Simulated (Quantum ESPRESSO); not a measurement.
# SnSe₂ (P-3m1) under strain

```
SnSe2
1.0
    3.84190     0.00000     0.00000
   -1.92095     3.32718     0.00000
    0.00000     0.00000     6.48588
Sn Se
1 2
Direct
  0.00000   0.00000   0.00000
  0.66667   0.33333   0.75710
  0.33333   0.66667   0.24290
```
Geometry: a computed entry of the Materials Project; it was not checked against measured cells. It is SnSe2 in P-3m1; whether this form has been observed was not checked. Stability against distortions was not tested. Forces on the atoms reach 0.24 eV/Å at this level. The layers lie 3.3 Å apart; this gap hangs on dispersion, and neither it nor the stacking was checked against the measured crystal.

Isotropic strain: all lattice vectors are scaled together, so the volume changes by about three times as much; fractional positions kept.

Method: field gradients by the PAW reconstruction of the field gradient on a scalar-relativistic PBE ground state (a modified build of Quantum ESPRESSO, JTH datasets), 20 Ha, k-mesh 7×7×4 through Γ. Values are those of the named site's first atom. Cores are frozen. Sn, Se had no test against all-electron runs. Spin–orbit coupling is left out, a limit on Sn. The structure is static (0 K, no zero-point motion).

Unchanged cell: Vzz Sn (a.u.) = 0.006, Vzz Se (a.u.) = -0.786.

### Question
How do these values move along the path (lattice scale factor: 0.98, 1.02)?

### Answer
```json
[
 {"lattice scale factor": "0.98", "Vzz Sn (a.u.)": "0.015", "Vzz Se (a.u.)": "-0.793"},
 {"lattice scale factor": "1", "Vzz Sn (a.u.)": "0.006", "Vzz Se (a.u.)": "-0.786"},
 {"lattice scale factor": "1.02", "Vzz Sn (a.u.)": "-0.002", "Vzz Se (a.u.)": "-0.775"}
]
```

As single numbers, gradients under 0.02 a.u. lie near what cutoff and mesh leave (some 0.003 a.u. in our sweeps); these rows share cutoff and mesh counts, so their differences are steadier.
